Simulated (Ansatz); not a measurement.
The relaxed structure here is a generated cell of Ti3Al: the first start was made by a random draw of sites in a space group, and the end was not matched to a known phase here, so it may be hypothetical. Known forms of Ti3Al include space group No. 194.

One starting cell of Ti3Al (a randomly generated symmetric cell of Ti3Al (space group No. 160)) was relaxed twice with Ansatz (plane waves, PAW, scalar-relativistic): with PBEsol at 420 eV and with PBE at 420 eV. The PBEsol result:

```cif
data_Al3Ti9
_chemical_formula_sum 'Al3 Ti9'
_space_group_name_H-M_alt 'R3m :H'
_space_group_IT_number 160
_space_group_name_Hall 'R 3 -2"'
_cell_length_a 8.85184
_cell_length_b 8.85184
_cell_length_c 2.88752
_cell_angle_alpha 90.000
_cell_angle_beta 90.000
_cell_angle_gamma 120.000
loop_
_atom_site_label
_atom_site_type_symbol
_atom_site_symmetry_multiplicity
_atom_site_Wyckoff_symbol
_atom_site_fract_x
_atom_site_fract_y
_atom_site_fract_z
_atom_site_occupancy
Al1 Al 3 a 0.00000 0.00000 0.62839 1
Ti1 Ti 9 b 0.15414 0.30828 0.10430 1
```
(The calculation used a cell of 4 atoms; values per cell refer to that cell.)

```csv
quantity,PBEsol,PBE
space group,R3m,R3m
volume (Å³/atom),16.33,[?]
a (Å),8.852,[?]
c (Å),2.888,[?]
"gap (eV, no spin-orbit coupling)",0.00,[?]
```

Problem. Fill in the PBE column.

Solution. 
- volume (Å³/atom), PBE: 16.91
- a (Å), PBE: 8.947
- c (Å), PBE: 2.927
- gap (eV, no spin-orbit coupling), PBE: 0.00

Both levels end in the same structure; PBE's volume is 3.6 % larger. Neither column is exact.

No spin polarisation in the result.

The run could not lose the symmetry of its start, so the end can be a saddle point.

Ansatz is a first-principles code.
